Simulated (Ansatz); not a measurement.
Cu:
```yaml
crystal:
  lattice:
    - [2.36955, 0.00000, 0.00000]
    - [0.00000, 2.36955, 0.00000]
    - [0.00000, 0.00000, 2.36955]
  atoms:
    - { symbol: Cu, position: [0.00000, 0.00000, 0.00000] }
```

Relaxed with r²SCAN.

Q: Which orbitals make up the states near the Fermi level in r²SCAN in the plane-wave PAW code Ansatz?

A: Within 0.5 eV of the Fermi level: Cu 4s 48 %, Cu 3d 24 %, outside the projected shells 27 %. Projections are on Löwdin-orthogonalised atomic valence shells; empty p or d shells of many metals are not among them.

Q: Tabulate the density of states.

A: States/eV per cell of 1 atom, in 0.25 eV bins, energy from the Fermi level.

```tsv
E (eV)	total	Cu 3d	Cu 4s
-7.85	0.07	0.00	0.07
-7.60	0.08	0.00	0.08
-7.35	0.09	0.00	0.09
-7.10	0.11	0.00	0.10
-6.85	0.12	0.00	0.11
-6.60	0.13	0.01	0.12
-6.35	0.15	0.01	0.13
-6.10	0.16	0.02	0.14
-5.85	0.18	0.02	0.15
-5.60	0.20	0.03	0.16
-5.35	0.23	0.05	0.18
-5.10	0.27	0.08	0.19
-4.85	0.33	0.12	0.20
-4.60	0.47	0.24	0.23
-4.35	1.28	1.01	0.25
-4.10	2.15	1.88	0.24
-3.85	2.93	2.79	0.12
-3.60	3.48	3.40	0.06
-3.35	2.71	2.65	0.05
-3.10	3.43	3.31	0.07
-2.85	2.71	2.60	0.06
-2.60	1.99	1.94	0.03
-2.35	3.31	3.27	0.03
-2.10	3.93	3.87	0.05
-1.85	4.41	4.30	0.10
-1.60	4.06	3.89	0.14
-1.35	2.18	2.01	0.13
-1.10	1.01	0.82	0.13
-0.85	0.91	0.73	0.13
-0.60	0.29	0.10	0.13
-0.35	0.27	0.08	0.13
-0.10	0.26	0.07	0.13
0.15	0.25	0.05	0.12
0.40	0.24	0.05	0.12
0.65	0.23	0.04	0.12
0.90	0.22	0.03	0.11
1.15	0.21	0.03	0.11
1.40	0.20	0.02	0.10
1.65	0.20	0.02	0.10
1.90	0.19	0.02	0.09
2.15	0.18	0.01	0.09
2.40	0.24	0.03	0.13
2.65	0.31	0.04	0.17
2.90	0.32	0.04	0.17
3.15	0.32	0.03	0.16
3.40	0.33	0.03	0.15
3.65	0.33	0.03	0.15
3.90	0.33	0.02	0.14
4.15	0.34	0.02	0.13
4.40	0.36	0.02	0.12
4.65	0.38	0.01	0.10
```

Space group Pm-3m (simple cubic). The start of the workflow was typed in or built on a structure type; neither database checked (COD, Materials Project) lists it. It is not the phase usual at ambient conditions (space group No. 225). Symmetry was held in the r²SCAN relaxation. At this level the phase is mechanically unstable. No spin polarisation was allowed.

Potentials: the later of the program's two PAW sets.
